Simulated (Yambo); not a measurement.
A G0W0@LDA run in Yambo for Na₂CO₃ (space group C2/m, No. 12) (2×2×2 Γ-centred k mesh, bands 5 to 208 and a 7 Ry block in the screening, 208 bands in G with the Bruneval-Gonze terminator, plasmon pole fitted at 27.2 eV) gives these matrix elements, in eV, at the band edges ((0, 0, -0.5) → Γ):

```
state               E0    <Vxc>     <Σx>  <Σc(E0)>      Z
---------------  -----  -------  -------  --------  -----
valence edge     0.000  -20.210  -26.387     4.079  0.817
conduction edge  3.963  -10.671   -5.811    -3.086  0.879
```

Solve the linearised quasiparticle equation for both states, give the gap, and say how exchange and correlation each act on it.

E = E0 + Z(Σx + Σc − Vxc). Valence: 0.000 + 0.817 × (-26.387 + (4.079) − (-20.210)) = -1.71 eV. Conduction: 3.963 + 0.879 × (-5.811 + (-3.086) − (-10.671)) = 5.52 eV. The gap is 7.24 eV, against 3.96 eV in LDA. Replacing Vxc by bare exchange alone would open it by 11.04 eV; correlation takes back 7.16 eV of that, and Z scales what is left. Nearest settings tried, and what they do to the gap: 140 bands in W, 140 bands in G: +60 meV; 6 Ry block (227 vectors against 281): -31 meV. Not varied: mesh. So the settings aren't converged at that level. The k mesh is coarse. 

Geometry of the Materials Project entry, not relaxed at this level; primitive cell a = 5.121 Å, b = 5.121 Å, c = 5.922 Å, α = 101.29°, β = 101.29°, γ = 61.87°.
